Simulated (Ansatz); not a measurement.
Relaxed PbTe (rock salt):

```
PbTe
1.0
    0.00000     6.56940     6.56940
    3.28470     0.00000     3.28470
    3.28470     3.28470     0.00000
Te Pb
2 2
Direct
  0.00000   0.00000   0.00000
  0.50000   0.00000   0.00000
  0.25000   0.50000   0.50000
  0.75000   0.50000   0.50000
```

The atoms are displaced by Q × the pattern below (from a DFPT mode at L = (0.5, 0.0, 0.0), largest move 1; Q in Å), at fixed cell. (q is in reciprocal vectors of the primitive cell; the cell shown is doubled to hold the pattern.)

```json
[
 {"atom": "Te1", "x": "0.577", "y": "-0.577", "z": "-0.577"},
 {"atom": "Te2", "x": "-0.577", "y": "0.577", "z": "0.577"}
]
```

Atoms not listed stay in place.

The numbers are results of PBE (plane waves to 420 eV, PAW, scalar-relativistic; Ansatz, an electronic-structure program), not measurements. k mesh 9×9×9 (Γ-centred), Fermi-Dirac smearing 0.05 eV. The energy includes the smearing's −TS. PbTe was relaxed with its symmetry unable to fall. Spin-orbit coupling is left out, though Pb and Te are heavy. The PAW data are Ansatz's earlier set. The zero of ΔE is the undisplaced structure.

```csv
Q (Å),ΔE (meV/cell)
-0.180,withheld
-0.150,108.1
-0.120,69.2
-0.090,38.9
-0.060,17.3
-0.030,4.3
0.000,0.0
0.030,4.3
0.060,17.3
0.090,38.9
0.120,69.2
0.150,108.1
0.180,withheld
```

### Question
Fit an even polynomial form (powers 2, 4) to the given rows and predict ΔE at Q = -0.180.

### Answer
Least squares on the 11 given rows: ΔE = (4804)·Q² + (24.65)·Q⁴, in meV/cell with Q in Å; root-mean-square residual 0.01 meV/cell. At -0.180 the fit gives 155.7 meV/cell; the calculation gives 155.6 meV/cell, so the extrapolation is off by 0.1 (+0.1 %). The quadratic term alone would give 155.6 meV/cell.

(A displaced cell: forces are minus the slopes of the energy, force constants its curvatures, and phonons follow from these.)
